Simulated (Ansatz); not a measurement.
Pt (fcc (Cu type)), relaxed with LDA (Ansatz, a first-principles code, plane waves, PAW): a = b = c = 3.894 Å, α = β = γ = 90.00°.

```
Item                  Result
--------------------  ------
B₀ by P(V) fit (GPa)     307
K_Hill (GPa)             308
G_Hill (GPa)            75.7
Θ_D (K)                  255
```

Task: The same phase is relaxed and computed with r²SCAN in the same code. What are the cell and these values now?

Result: a = b = c = 3.9399 Å, α = β = γ = 90.00°.

B₀ by P(V) fit (GPa): 271
K_Hill (GPa): 272
G_Hill (GPa): 60.6
Θ_D (K): 230

All cells were relaxed under the symmetry of their starts (and spin orders); stability against distortions was not tested throughout. Rows with no word on spin ran without spin polarisation. Spin–orbit coupling is left out wherever it is not named.

Potentials: the earlier of the program's two PAW sets.

Ansatz is a plane-wave DFT program.
